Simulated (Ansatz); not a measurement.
Consider the following.

S:
```
S
1.0
    8.19235     0.00000     0.00000
    0.00000    13.15783     0.00000
   -4.90767     0.00000     7.72876
S
32
Direct
  0.64905   0.65443   0.32152
  0.35095   0.34557   0.67848
  0.35095   0.65443   0.17848
  0.64905   0.34557   0.82152
  0.81329   0.42047   0.33691
  0.18671   0.57953   0.66309
  0.18671   0.42047   0.16309
  0.81329   0.57953   0.83691
  0.74512   0.55662   0.20828
  0.25488   0.44338   0.79172
  0.25488   0.55662   0.29172
  0.74512   0.44338   0.70828
  0.58507   0.32205   0.19928
  0.41493   0.67795   0.80072
  0.41493   0.32205   0.30072
  0.58507   0.67795   0.69928
  0.08083   0.20564   0.88295
  0.91917   0.79436   0.11705
  0.91917   0.20564   0.61705
  0.08083   0.79436   0.38295
  0.24656   0.97130   0.02787
  0.75344   0.02870   0.97213
  0.75344   0.97130   0.47213
  0.24656   0.02870   0.52787
  0.31098   0.10873   0.96437
  0.68902   0.89127   0.03563
  0.68902   0.10873   0.53563
  0.31098   0.89127   0.46437
  0.14889   0.87447   0.82128
  0.85111   0.12553   0.17872
  0.85111   0.87447   0.67872
  0.14889   0.12553   0.32128
```

This is the r²SCAN+D4-relaxed structure. Cartesian axes are those of the cell as given.

Task: All from the program Ansatz at the r²SCAN+D4 level (PAW), unless another level is named. Give the band gap.

Result: 2.40 eV (smallest direct gap 2.42 eV).

Task: And the conduction-band minimum?

Result: on the B–Γ line, 29 % of the way from B (k = 0.000, 0.000, 0.354) (2 equivalent valleys).

Space group P2/c. The workflow started from a Materials Project entry (that database holds measured and hypothetical structures alike); the Crystallography Open Database files this formula in space group No. 13, but the cells were not matched. It is not the phase usual at ambient conditions (space group No. 70). The cell was relaxed with r²SCAN+D4 under the symmetry of its start; whether a distortion lowers the energy is not shown.

Potentials: the later of the program's two PAW sets.
